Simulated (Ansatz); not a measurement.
The start is a randomly generated symmetric cell of Cs2P3 (space group No. 83). Cell shape, volume and atoms are optimised at zero target pressure with r2SCAN (plane waves to 500 eV, PAW, scalar-relativistic; Ansatz, a quantum-chemistry and plane-wave program). The first steps use a coarse 4×4×3 k-mesh.

Starting cell:
```yaml
crystal:
  lattice:
    - [6.67183, 0.00000, 0.00000]
    - [0.00000, 6.67183, 0.00000]
    - [0.00000, 0.00000, 9.59756]
  atoms:
    - { symbol: Cs, position: [0.00000, 0.50000, 0.13755] }
    - { symbol: Cs, position: [0.50000, 0.00000, 0.13755] }
    - { symbol: Cs, position: [0.00000, 0.50000, 0.86245] }
    - { symbol: Cs, position: [0.50000, 0.00000, 0.86245] }
    - { symbol: P, position: [0.50000, 0.50000, 0.00000] }
    - { symbol: P, position: [0.64298, 0.22795, 0.50000] }
    - { symbol: P, position: [0.35702, 0.77205, 0.50000] }
    - { symbol: P, position: [0.77205, 0.64298, 0.50000] }
    - { symbol: P, position: [0.22795, 0.35702, 0.50000] }
    - { symbol: P, position: [0.50000, 0.50000, 0.50000] }
```

### Question
Does the structure survive the relaxation? Give the final space group.

### Answer
The space group goes from P4/m (No. 83) to P4/mmm (No. 123), with 10 atoms in the primitive cell.

### Question
How does the volume change?

### Answer
-18.5 %, from 42.72 to 34.82 Å³/atom.

### Question
How do the shortest distances between atoms change?

### Answer
The closest pairs of elements (up to four, under 3.6 Å), start → end: P–P 2.05 → 2.20 Å; Cs–Cs 2.64 → 4.07 Å; Cs–P 3.59 → 3.59 Å.

### Question
What band gap does the relaxed structure have at this level?

### Answer
No gap (metallic).

Final values are on a 8×8×5 k-mesh of the relaxed cell. The start holds a very short contact (P–P 2.05 Å). No spin polarisation in the result.

The run could not lose the symmetry of its start: the end is stationary, and may be a saddle point rather than a minimum.

The relaxed structure here is a generated cell of Cs2P3: the first start was made by a random draw of sites in a space group, and the end was not matched to a known phase here, so it may be hypothetical.
